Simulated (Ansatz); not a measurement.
## ZrGa3: all-electron results

```xyz
4
Lattice="-1.9855 1.9855 4.3645 1.9855 -1.9855 4.3645 1.9855 1.9855 -4.3645" Properties=species:S:1:pos:R:3 pbc="T T T"
Zr    0.0000    0.0000    0.0000
Ga    0.0000    0.0000    4.3645
Ga    0.0000    1.9855    2.1822
Ga    1.9855    0.0000    2.1822
```

Atoms are numbered in the order listed.

The cell comes from COD entry 1523054, which wasn't checked; take it as a given geometry. It is an old determination, and later ones may differ.

Spin polarisation is left out, and whether a magnetic state lies lower isn't shown here.

All numbers are computed: DFT, LDA, all-electron LAPW, scalar-relativistic (Ansatz 0.2.0); DFT, LDA, PAW with Ansatz's default frozen-core files, scalar-relativistic (Ansatz 0.2.0).

For LAPW: a Γ-centred 12×12×12 k mesh, Fermi–Dirac smearing of 0.03 eV, basis error target 1 meV/atom, no spin polarisation. PAW takes a cutoff of 420 eV at this cell (files made with PBE, cores remade for this functional). The Ansatz runs share mesh, smearing and spin set-up. Values come from LAPW unless marked.

```yaml
Löwdin_charges_with_0.05_e_of_the_cell_spilling_out_of_the_atomic_basis_so_their_sizes_and_signs_hang_on_that_basis: Zr1 0.42, Ga2 -0.10, Ga3 -0.14 e
Density_of_states_at_the_Fermi_level_0.2_eV_bin: 1.38 states/eV per cell
Band_gap: "none: with an odd electron count and no spin polarisation the bands can't all be full, a metal in this set-up (in compounds, spin order or a distortion in a larger cell can open a gap)"
Stress_xx_yy_zz_compression_positive: -8.51, -8.51, 1.01 GPa
Volume_per_atom: 17.21 Å³
```

**Question.** Give the computed value. Bader charges (from the PAW run).

**Answer.** Zr1 +1.08, Ga2 -0.36, Ga3 -0.36 e.

**Question.** Give the computed value. Pressure at this cell.

**Answer.** -5.34 GPa.
